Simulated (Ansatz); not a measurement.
A relaxation of cell and atoms of Ga3BAs4 as one 8-atom ordering (I-42m) on the zincblende lattice with Ansatz, at the level PBE. It starts from a guessed cell.

Input (YAML):
```yaml
crystal:
  lattice:
    - [-2.6406557937, 2.6406557937, 5.2813115874]
    - [2.6406557937, -2.6406557937, 5.2813115874]
    - [2.6406557937, 2.6406557937, -5.2813115874]
  atoms:
    - { symbol: B, position: [0.0, 0.0, 0.0] }
    - { symbol: As, position: [0.375, 0.375, 0.5] }
    - { symbol: Ga, position: [0.75, 0.25, 0.5] }
    - { symbol: As, position: [0.125, 0.625, 0.0] }
    - { symbol: Ga, position: [0.5, 0.5, 0.0] }
    - { symbol: As, position: [0.875, 0.875, 0.5] }
    - { symbol: Ga, position: [0.25, 0.75, 0.5] }
    - { symbol: As, position: [0.625, 0.125, 0.0] }
kpoints:
  mp_grid: { grid: [6, 6, 6] }
hamiltonian:
  xc: pbe
scf:
  occupations: { method: fermi_dirac, width: 0.02 }
relax:
  f_tol: 0.005
  cell: {}
output:
  write_density: true
  write_potential: true
  elf: true
  volumetric_format: npy
```

Run as `ansatz run input.yaml --threads 4 --pin off --max-ram 6451MiB --backend cpu --events-out ev --progress --plain --runs-dir out`. Wall time 66 s on 4 threads of Arm Neoverse V1, with other jobs on the host; peak host memory 0.69 GiB.

Output, abridged:
```
Functional definition: PBE
Crystal: 8 atoms, lattice volume = 147.308 Å³
Basis set: ecut = 420 eV, 2897 PW (Γ)
Bands: 62, of which v1, the nominal top of the filled ones, is band 51 counted from 1 (50 counted from 0)
Symmetry: 8 space group operations
Space group: I-42m (ITA 121)
k-points: 30 of 216 (time reversal used)
SCF 1 converged in 7 iterations: F = -30928.732470 eV  dr2 = 7.18e-8
relax step 1: F+E_penalty+E_count = -30928.73246967 eV  max|allowed force component| = 1.869e0 eV/Å  Δτ_max = 0.0000 Å  P = +15.638 GPa  Ω = 147.308 Å³
SCF 2 converged in 7 iterations: F = -30930.924138 eV  dr2 = 2.65e-7
relax step 2: F+E_penalty+E_count = -30930.92413821 eV  max|allowed force component| = 5.283e-1 eV/Å  Δτ_max = 0.1917 Å  P = +3.529 GPa  Ω = 159.714 Å³
SCF 3 converged in 6 iterations: F = -30931.079870 eV  dr2 = 5.83e-7
relax step 3: F+E_penalty+E_count = -30931.07987014 eV  max|allowed force component| = 1.630e-2 eV/Å  Δτ_max = 0.0632 Å  P = +1.061 GPa  Ω = 164.286 Å³
SCF 4 converged in 6 iterations: F = -30931.086340 eV  dr2 = 1.53e-7
relax step 4: F+E_penalty+E_count = -30931.08634022 eV  max|allowed force component| = 5.440e-2 eV/Å  Δτ_max = 0.0057 Å  P = -0.171 GPa  Ω = 166.959 Å³
SCF 5 converged in 5 iterations: F = -30931.087612 eV  dr2 = 6.54e-8
relax step 5: F+E_penalty+E_count = -30931.08761225 eV  max|allowed force component| = 4.732e-3 eV/Å  Δτ_max = 0.0049 Å  P = +0.001 GPa  Ω = 166.583 Å³
SCF 6 converged in 8 iterations: F = -30931.095726 eV  dr2 = 7.55e-11
relax step 6: F+E_penalty+E_count = -30931.09572598 eV  max|allowed force component| = 4.579e-3 eV/Å  Δτ_max = 0.0000 Å  P = +0.043 GPa  Ω = 166.583 Å³  (SCF on a basis re-selected at this cell)
SCF 7 converged in 4 iterations: F = -30931.095719 eV  dr2 = 5.68e-9
relax step 7: F+E_penalty+E_count = -30931.09571858 eV  max|allowed force component| = 5.824e-4 eV/Å  Δτ_max = 0.0003 Å  P = +0.001 GPa  Ω = 166.679 Å³
SCF 8 converged in 6 iterations: F = -30931.095746 eV  dr2 = 2.33e-11
relax step 8: F+E_penalty+E_count = -30931.09574644 eV  max|allowed force component| = 5.815e-4 eV/Å  Δτ_max = 0.0000 Å  P = +0.001 GPa  Ω = 166.679 Å³  (SCF on a basis re-selected at this cell)
SCF converged after 6 iterations
Free energy (F): -30931.095746 eV
Fermi energy:    8.782992 eV
--- Stress (GPa, compression-positive) ---
       -0.000961       0.000000       0.000000
        0.000000      -0.000961       0.000000
        0.000000       0.000000       0.005345
  P = ⅓ Tr σ = 0.0011 GPa (0.011 kbar)
--- Relaxed structure (6 steps of the walk, 6 accepted, 2 SCFs on fresh bases) ---
  F+E_penalty+E_count = -30931.09574644 eV   max|allowed force component| = 5.815e-4 eV/Å
  cell:  # Å, volume = 166.6788 Å³
    - [-2.758701, 2.758701, 5.475341]
    - [2.758701, -2.758701, 5.475341]
    - [2.758701, 2.758701, -5.475341]
  atoms:
    - { symbol: B, position: [0.000000, 0.000000, 0.000000] }
    - { symbol: As, position: [0.335033, 0.335033, 0.440682] }
    - { symbol: Ga, position: [0.750000, 0.250000, 0.500000] }
    - { symbol: As, position: [0.105649, 0.664967, 0.000000] }
    - { symbol: Ga, position: [0.500000, 0.500000, 0.000000] }
    - { symbol: As, position: [0.894351, 0.894351, 0.559318] }
    - { symbol: Ga, position: [0.250000, 0.750000, 0.500000] }
    - { symbol: As, position: [0.664967, 0.105649, 0.000000] }
```

Planar averages along the third cell vector, from rho_z.tsv and v_z.tsv (valence density with its augmentation; electrostatic potential energy of an electron, of which only differences have a meaning):

| z (Å) | ρ (e/Å³) | v_es (eV) |
| --- | --- | --- |
| 0.00 | 1.285 | 5.23 |
| 0.30 | 1.053 | 5.29 |
| 0.60 | 0.632 | 5.54 |
| 0.90 | 0.354 | 6.11 |
| 1.20 | 0.241 | 6.96 |
| 1.49 | 0.206 | 7.70 |
| 1.64 | 0.204 | 7.85 |
| 1.94 | 0.232 | 7.52 |
| 2.24 | 0.330 | 6.67 |
| 2.54 | 0.541 | 5.85 |
| 2.84 | 0.892 | 5.30 |
| 3.14 | 1.296 | 5.06 |
| 3.44 | 1.413 | 5.02 |
| 3.74 | 1.105 | 5.15 |
| 4.03 | 0.699 | 5.53 |
| 4.33 | 0.419 | 6.23 |
| 4.63 | 0.270 | 7.12 |
| 4.93 | 0.212 | 7.79 |
| 5.08 | 0.204 | 7.85 |
| 5.38 | 0.217 | 7.38 |
| 5.68 | 0.283 | 6.52 |
| 5.98 | 0.468 | 5.78 |
| 6.27 | 0.838 | 5.38 |
| 6.57 | 1.221 | 5.24 |

The walk took 6 steps, besides SCFs solved again on a fresh basis, and changed the volume by +13.2 %. The last SCF, on a fresh basis, lies 295 meV an atom below the first. At the end: space group I-42m (No. 121), tetragonal; a = 5.517 Å, c = 10.951 Å in the conventional setting, 20.83 Å³ an atom. B is surrounded by 4 As at 2.13 Å; As is surrounded by 1 B at 2.13 Å and 3 Ga at 2.46–2.52 Å; Ga is surrounded by 4 As at 2.46 Å; Ga is surrounded by 4 As at 2.52 Å.

Simulation only: spin-unpolarised, and no claim that this is the phase found in nature.
